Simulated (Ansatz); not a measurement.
Cl (β-Sn type, I4_1/amd) under volume change, PBE in the plane-wave PAW code Ansatz, shape and atoms relaxed at each volume.

| V (Å³/atom) | E − E(relaxed) (meV/atom) | P (GPa) |
|---|---|---|
| 22.628 | 17.0 | 2.70 |
| 23.374 | 7.0 | 1.61 |
| 24.120 | 1.6 | 0.72 |
| 24.866 | 0.0 | 0.00 |
| 25.612 | 1.4 | -0.57 |
| 26.358 | 5.1 | -1.04 |
| 27.104 | 10.8 | -1.42 |

Problem. What does a third-order Birch–Murnaghan fit give for V₀, B₀ and B′?

Solution. V₀ = 24.87 Å³/atom, B₀ = 21.5 GPa, B′ = 6.1.

The cell is a constructed one: a structure type filled with these elements; neither database checked (COD, Materials Project) lists it. It is not the usual solid phase (space group No. 64). Symmetry was held in the PBE relaxation; whether a distortion lowers the energy is not shown. The substance is a gas or liquid at ambient conditions.

Potentials: the later of the program's two PAW sets.
